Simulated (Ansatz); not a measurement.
Suppose Tl2ZnCdC6N6 takes space group Fm-3m (No. 225), with Zn on 4b; Tl on 8c; Cd on 4a; C on 24e; N on 24e. The guess for Tl2ZnCdC6N6 was made by a generator: cyanide-bridged rock-salt net of two metals, 2 guest cations a cell.

All numbers below come from DFT PBE, scalar-relativistic, plane waves, PAW in Ansatz 0.2.0. Cutoff 420 eV, Γ-centred mesh, Gaussian smearing, no spin polarisation.

Energies over the elements count from the elements' standard structures at the same level (N₂ as a molecule), with no fitted energy shifts.

Problem. Which cell and coordinates does it relax to?

Solution.

Space group Fm-3m (No. 225). a = 11.436 Å, b = 11.436 Å, c = 11.436 Å, α = 90.00°, β = 90.00°, γ = 90.00°
```
atom  site  symmetry       x       y       z
  Zn    4b      m-3m  0.5000  0.0000  0.0000
  Tl    8c      -43m  0.2500  0.7500  0.7500
  Cd    4a      m-3m  0.0000  0.0000  0.0000
   C   24e      4m.m  0.2106  0.0000  0.0000
   N   24e      4m.m  0.3129  0.0000  0.0000
```

Around Zn lie 6 N at 2.14 Å; around Tl lie 12 C at 4.07 Å and 12 N at 4.11 Å (long against covalent radii, as for large ions); Cd is surrounded by 6 C at 2.41 Å; C has 1 N at 1.17 Å, 1 Cd at 2.41 Å, 1 Zn at 3.31 Å, 4 C at 3.41 Å, 4 N at 3.94 Å and 4 Tl at 4.07 Å; N has 1 C at 1.17 Å, 1 Zn at 2.14 Å, 4 N at 3.03 Å, 1 Cd at 3.58 Å, 4 C at 3.94 Å and 4 Tl at 4.11 Å. Another local minimum with the same sites may exist.

Problem. And its energy and gap?

Solution. The formation energy is +0.436 eV/atom and the gap on the 4×4×4 mesh of the 16-atom cell is 2.55 eV. A positive value: parting into the elements would lower its energy.

The last run used Gaussian smearing of 0.02 eV. These runs have no spin–orbit coupling, which can matter for Tl. Kohn–Sham gaps at this level usually fall short of measured ones. The missing spin–orbit coupling can work the other way here. The reference form of C is held partly by dispersion forces, which this level lacks. A structure relaxed within its symmetry needn't be a true minimum.
